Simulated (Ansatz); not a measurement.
Relaxing a structure of Sn2Pt

The start is a generated cell, Sn2Pt placed in the C15 structure type. A full variable-cell relaxation at zero pressure is run with PBEsol (plane waves to 420 eV, PAW, scalar-relativistic; Ansatz, a program for electronic structure). First-step values are on the input's coarse k-mesh.

Ansatz input (later rounds restart from its end on a renewed k-mesh):
Ansatz 0.2 input:
```yaml
crystal:
  lattice:
    - [0, 4.18898, 4.18898]
    - [4.18898, 0, 4.18898]
    - [4.18898, 4.18898, 0]
  atoms:
    - { symbol: Sn, position: [0.625, 0.625, 0.625] }
    - { symbol: Sn, position: [0.125, 0.625, 0.625] }
    - { symbol: Sn, position: [0.625, 0.125, 0.625] }
    - { symbol: Sn, position: [0.625, 0.625, 0.125] }
    - { symbol: Pt, position: [0.25, 0.25, 0.25] }
    - { symbol: Pt, position: [0, 0, 0] }
basis: { ecutwfc: 420, ecutrho_ratio: 4, xc_grid: 2, fft_grid_basis: typed }
kpoints: { mp_grid: { grid: [7, 7, 7] } }
hamiltonian:
  xc: pbesol
  dispersion: none
  pseudopotentials: { kind: paw }
scf: { occupations: { method: fermi_dirac, width: 0.05 } }
relax: { f_tol: 0.01, max_steps: 100, cell: { stress_tol: 0.02 } }
output: { forces: true, stress: true }
```

Question: What pressure does the first self-consistent step give?

Answer: -4.1 GPa (negative: the cell is under tension).

Question: How much energy is released per atom?

Answer: 0.02 eV/atom.

Question: How does the volume change?

Answer: -6.1 %, from 24.50 to 23.00 Å³/atom.

Question: How do the shortest distances between atoms change?

Answer: The closest pairs of elements (up to four, under 3.6 Å), start → end: Sn–Sn 2.96 → 2.90 Å; Pt–Sn 3.47 → 3.40 Å; Pt–Pt 3.63 → 3.55 Å.

Question: Write out the relaxed structure.

Answer: 
```cif
data_Pt8Sn16
_chemical_formula_sum 'Sn16 Pt8'
_space_group_name_H-M_alt 'Fd-3m :1'
_space_group_IT_number 227
_space_group_name_Hall 'F 4d 2 3 -1d'
_cell_length_a 8.20335
_cell_length_b 8.20335
_cell_length_c 8.20335
_cell_angle_alpha 90.000
_cell_angle_beta 90.000
_cell_angle_gamma 90.000
loop_
_atom_site_label
_atom_site_type_symbol
_atom_site_symmetry_multiplicity
_atom_site_Wyckoff_symbol
_atom_site_fract_x
_atom_site_fract_y
_atom_site_fract_z
_atom_site_occupancy
Sn1 Sn 16 c 0.12500 0.12500 0.12500 1
Pt1 Pt 8 b 0.50000 0.50000 0.50000 1
```
(The calculation used a cell of 6 atoms; values per cell refer to that cell.)

The space group stays Fd-3m (No. 227) (the run could not lower it); the end is cubic Laves (MgCu2 type), with 6 atoms in the primitive cell. Final values are on a 10×10×10 k-mesh of the relaxed cell. No spin polarisation in the result.

The run could not lose the symmetry of its start, so the end can be a saddle point.

All atoms sit on sites fixed by symmetry, so only the cell could relax.

The relaxed structure here is a generated cell of Sn2Pt: the first start was made by placing the elements on the sites of a structure type, and the end was not matched to a known phase here, so it may be hypothetical.
